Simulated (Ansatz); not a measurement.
V₃Sb:
```yaml
crystal:
  lattice:
    - [4.90463, 0.00000, 0.00000]
    - [0.00000, 4.90463, 0.00000]
    - [0.00000, 0.00000, 4.90463]
  atoms:
    - { symbol: Sb, position: [0.00000, 0.00000, 0.00000] }
    - { symbol: Sb, position: [0.50000, 0.50000, 0.50000] }
    - { symbol: V, position: [0.25000, 0.00000, 0.50000] }
    - { symbol: V, position: [0.50000, 0.75000, 0.00000] }
    - { symbol: V, position: [0.75000, 0.00000, 0.50000] }
    - { symbol: V, position: [0.50000, 0.25000, 0.00000] }
    - { symbol: V, position: [0.00000, 0.50000, 0.75000] }
    - { symbol: V, position: [0.00000, 0.50000, 0.25000] }
```

Relaxed with r²SCAN. Special points in fractions of this cell's reciprocal vectors: Γ (0.000, 0.000, 0.000); X (0.000, 0.500, 0.000); M (0.500, 0.500, 0.000); R (0.500, 0.500, 0.500).

List the band energies nearest the Fermi level at these points for r²SCAN in the plane-wave PAW code Ansatz.

In eV from the Fermi level; about four levels below and three above (degenerate sets whole), none deeper than 8.9 eV; points with the same levels are listed once.

| k | below | above |
|---|---|---|
| Γ | -0.90 -0.90 -0.90 -0.32 -0.32 | 1.60 1.60 1.60 |
| X | -1.01 -1.01 -0.83 -0.83 | 0.87 0.87 1.51 1.51 |
| M | -1.15 -0.79 -0.26 -0.26 | 0.06 0.06 0.16 0.16 |
| R | -0.06 -0.06 -0.06 -0.06 | 1.63 1.63 1.63 1.63 1.63 1.63 |

Space group Pm-3n (A15 (Cr3Si type)). The workflow started from an entry of the Crystallography Open Database (COD). Whether it is the stable phase at ambient conditions was not checked. Symmetry was held in the r²SCAN relaxation; its stability against distortions is not shown here. The workflow began spin-polarised and lost its moments. Spin–orbit coupling is left out wherever it is not named.

Potentials: the later of the program's two PAW sets.
